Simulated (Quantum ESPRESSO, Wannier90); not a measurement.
CaPdF6 (R-3), plane waves to Wannier functions

```xyz
8
Lattice="-2.5705 4.4522 0.0000 -5.1410 0.0000 0.0000 -2.5705 1.4841 4.8918" Properties=species:S:1:pos:R:3 pbc="T T T"
Ca    -5.1410     2.9682     2.4459
Pd     0.0000     0.0000     0.0000
F      0.7251     1.3705    -1.1253
F     -0.7251    -1.3705     1.1253
F      0.8243    -1.3131    -1.1253
F     -0.8243     1.3131     1.1253
F     -1.5494    -0.0573    -1.1253
F      1.5494     0.0573     1.1253
```

Cell from Materials Project (mp-7922), symmetrised, no further relaxation. COD (Crystallography Open Database) has an entry of this formula and space group (matched by these alone). Method: PBEsol plane waves in Quantum ESPRESSO 7.5 (PseudoDojo norm-conserving files, 68 Ry, no spin polarisation, no spin-orbit coupling), Bloch states on a 4×4×4 mesh through Γ, Wannier90 4.0.1. Density: 8×8×8 mesh, cold smearing 0.01 Ry.

Bands 36-37 form an isolated set from 2.09 to 2.34 eV relative to the valence-band maximum (on the path) and are turned into 2 Wannier functions by minimising the spread from the start: SCDM (isolated).

### Question
Where do the functions sit, how wide are they and what are they made of?

### Answer
| functions | spread (Å²) | nearest atom, distance (Å) | second atom, distance (Å) | weight on atomic waves |
|---|---|---|---|---|
| 2 | 2.39 | Pd 0.00 | F 1.92 | Pd 4d 49 %, F 2p 43 % |

Ω_I = 4.77 Å², Ω_total = 4.79 Å²; the interpolated bands follow pw.x to 0.4 meV rms on the path. Only this start was tried; a symmetric start can stop on a saddle, and mixtures of these functions could lower the total by at most Ω_total − Ω_I.
